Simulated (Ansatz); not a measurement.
**Structure optimisation: yttrium, beta-Sn type**

Theory: Ansatz, DFT, LDA (PW92), plane waves (420 eV) with PAW, scalar-relativistic. The PAW files were generated under PBE, with cores re-solved for the functional.

k-point mesh 10×10×7, Fermi-Dirac smearing 0.1 eV, no spin polarisation. Cell and atoms relax.

Starting structure:

```yaml
crystal:
  lattice:
    - [-3.166246263, 3.166246263, 1.7287704596]
    - [3.166246263, -3.166246263, 1.7287704596]
    - [3.166246263, 3.166246263, -1.7287704596]
  atoms:
    - { symbol: "Y", position: [0.0, 0.0, 0.0] }
    - { symbol: "Y", position: [0.75, 0.25, 0.5] }
hamiltonian:
  xc: lda
  pseudopotentials:
    kind: paw
    azcp:
      "Y": "pseudopotentials/Y.paw.azcp"
basis:
  ecutwfc: 420
  fft_grid_basis: typed
kpoints:
  mp_grid: { grid: [10, 10, 7], shift: [0, 0, 0] }
magnetization:
  spin_polarized: false
scf:
  occupations: { method: fermi_dirac, width: 0.1 }
relax:
  max_steps: 60
  f_tol: 0.01
  cell: {}
```

Question: The pressure at the start is -4.5 GPa. By how much does the volume change?

Answer: From 34.66 to 30.01 Å³ per atom, -13.4 %. The final cell has a = 3.539 Å, c = 5.532 Å (c/a = 1.563).

The cell has left the beta-Sn structure type; it ends in C2/c.

Question: How much energy does the relaxation gain?

Answer: 509.4 meV per atom.

The k-point mesh keeps fewer symmetry operations than the starting structure has, so the cell can leave it.
